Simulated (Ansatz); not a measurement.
PdS$_{2}$:
```
PdS2
1.0
    5.48285     0.00000     0.00000
    0.00000     5.57129     0.00000
    0.00000     0.00000     7.88812
Pd S
4 8
Direct
  0.50000   0.00000   0.50000
  0.00000   0.00000   0.00000
  0.00000   0.50000   0.50000
  0.50000   0.50000   0.00000
  0.60475   0.11056   0.07871
  0.39525   0.88944   0.92129
  0.89525   0.88944   0.57871
  0.10475   0.11056   0.42129
  0.10475   0.38944   0.92129
  0.89525   0.61056   0.07871
  0.39525   0.61056   0.42129
  0.60475   0.38944   0.57871
```

This is the r²SCAN-relaxed structure. Cartesian axes are those of the cell as given.

Question: All from plane-wave PAW r²SCAN (Ansatz code), unless another level is named. Give the band gap.

Answer: 0.36 eV (indirect).

Question: And the formation energy from the elements (no fitted shifts)?

Answer: -0.35 eV/atom.

Question: What about the smallest direct gap on the standard path?

Answer: 1.19 eV.

Question: Next, the conduction-band minimum?

Answer: off the standard path, at k = (0.411, 0.464, 0.000).

Space group Pbca. The workflow started from a Materials Project entry (that database holds measured and hypothetical structures alike); the Crystallography Open Database files this formula in space group No. 61, but the cells were not matched. Whether it is the stable phase at ambient conditions was not checked. Symmetry was held in the r²SCAN relaxation; its stability against distortions is not shown here. No spin polarisation was allowed. A crystal of weakly bound layers computed without a dispersion correction: the cell and the soft elastic constants depend strongly on that. The references are the lowest solids computed at this level, not always the standard phases. Spin–orbit coupling is left out wherever it is not named.

Potentials: the earlier of the program's two PAW sets.
